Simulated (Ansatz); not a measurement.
Data:

B2W:
```cif
data_B4W2
_chemical_formula_sum 'W2 B4'
_space_group_name_H-M_alt 'P63/mmc'
_space_group_IT_number 194
_space_group_name_Hall '-P 6c 2c'
_cell_length_a 2.92479
_cell_length_b 2.92479
_cell_length_c 7.72267
_cell_angle_alpha 90.000
_cell_angle_beta 90.000
_cell_angle_gamma 120.000
loop_
_atom_site_label
_atom_site_type_symbol
_atom_site_symmetry_multiplicity
_atom_site_Wyckoff_symbol
_atom_site_fract_x
_atom_site_fract_y
_atom_site_fract_z
_atom_site_occupancy
W1 W 2 c 0.33333 0.66667 0.25000 1
B1 B 4 f 0.66667 0.33333 0.04044 1
```

This is the r²SCAN-relaxed structure.

Task: All from r²SCAN in the plane-wave PAW code Ansatz, unless another level is named. Give the electronic character.

Result: metallic (no gap).

Task: Predict the density of states at the Fermi level.

Result: 0.10 states/eV per atom (mean over ±0.08 eV).

Task: Predict the formation energy from the elements (no fitted shifts).

Result: -0.37 eV/atom.

Task: Next, the gap with spin–orbit coupling?

Result: none (metallic).

Space group P6_3/mmc. The start of the workflow was typed in or built on a structure type; the Crystallography Open Database files this formula in space group No. 194, but the cells were not matched. Its standing as an ambient phase is unchecked. The r²SCAN relaxation kept the symmetry of its start; its stability against distortions is not shown here. The run is not spin-polarised. The references are the lowest solids computed at this level, not always the standard phases. Scalar-relativistic: spin–orbit coupling is off unless named, which matters more the heavier the elements.

Potentials: the earlier of the program's two PAW sets.
